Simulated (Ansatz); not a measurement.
Ta4N5:
```cif
data_N10Ta8
_chemical_formula_sum 'Ta8 N10'
_space_group_name_H-M_alt 'I4/m'
_space_group_IT_number 87
_space_group_name_Hall '-I 4'
_cell_length_a 6.86195
_cell_length_b 6.86195
_cell_length_c 4.26813
_cell_angle_alpha 90.000
_cell_angle_beta 90.000
_cell_angle_gamma 90.000
loop_
_atom_site_label
_atom_site_type_symbol
_atom_site_symmetry_multiplicity
_atom_site_Wyckoff_symbol
_atom_site_fract_x
_atom_site_fract_y
_atom_site_fract_z
_atom_site_occupancy
Ta1 Ta 8 h 0.39456 0.21702 0.00000 1
N1 N 2 b 0.00000 0.00000 0.50000 1
N2 N 8 h 0.09150 0.30878 0.00000 1
```
(The calculation used a cell of 9 atoms; values per cell refer to that cell.)

Relaxed with r²SCAN.

### Question
Tabulate the valence density and the electron localisation function along the shortest Ta–Ta contact (2.93 Å), DFT-r²SCAN in the program Ansatz with PAW potentials.

### Answer


| distance from Ta (Å) | density (e/Å³) | ELF |
|---|---|---|
| 0.29 | 4.35 | 0.33 |
| 0.44 | 4.49 | 0.65 |
| 0.59 | 3.60 | 0.75 |
| 0.73 | 2.26 | 0.69 |
| 0.88 | 1.15 | 0.45 |
| 1.03 | 0.57 | 0.23 |
| 1.17 | 0.38 | 0.20 |
| 1.32 | 0.32 | 0.27 |
| 1.47 | 0.31 | 0.32 |
| 1.61 | 0.33 | 0.27 |
| 1.76 | 0.39 | 0.20 |
| 1.90 | 0.57 | 0.24 |
| 2.05 | 1.16 | 0.45 |
| 2.20 | 2.27 | 0.68 |
| 2.34 | 3.60 | 0.74 |
| 2.49 | 4.49 | 0.64 |
| 2.64 | 4.35 | 0.33 |

The density is the valence pseudo-density with augmentation charge, so density and ELF within about 1 Å of a nucleus are not all-electron values.

The first step of the workflow began from a Materials Project structure, measured or hypothetical; the Crystallography Open Database copy checked does not list it. Its standing as an ambient phase is unchecked. The cell was relaxed with r²SCAN under the symmetry of its start; whether a distortion lowers the energy is not shown. No spin polarisation was allowed. Spin–orbit coupling is left out wherever it is not named.

Potentials: the later of the program's two PAW sets.
